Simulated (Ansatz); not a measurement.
As (A7 (α-As type), space group No. 166) at seven volumes, PBEsol (plane waves, PAW; program Ansatz), shape and atoms relaxed at each. One row is withheld.

```json
[
 {"V (Å³/atom)": "18.978", "P (GPa)": "6.49"},
 {"V (Å³/atom)": "19.603", "P (GPa)": "3.94"},
 {"V (Å³/atom)": "20.229", "P (GPa)": "1.76"},
 {"V (Å³/atom)": "20.855", "P (GPa)": "0.00"},
 {"V (Å³/atom)": "21.480", "P (GPa)": "?"},
 {"V (Å³/atom)": "22.106", "P (GPa)": "-2.38"},
 {"V (Å³/atom)": "22.732", "P (GPa)": "-3.13"}
]
```

**Question.** Fit the shown pressures and predict the withheld one.

**Answer.** P = (3/2)B₀(x^(7/2) − x^(5/2))[1 + (3/4)(B′ − 4)(x − 1)] with x = (V₀/V)^(2/3). Least squares on the six rows gives V₀ = 20.875 Å³/atom, B₀ = 49.8 GPa, B′ = 6.78. At V = 21.480, x = 0.9811 and P = -1.29 GPa. The run itself gave -1.36 GPa.

Space group R-3m (A7 (α-As type)). Symmetry was held in the PBEsol relaxation.

Potentials: the later of the program's two PAW sets.
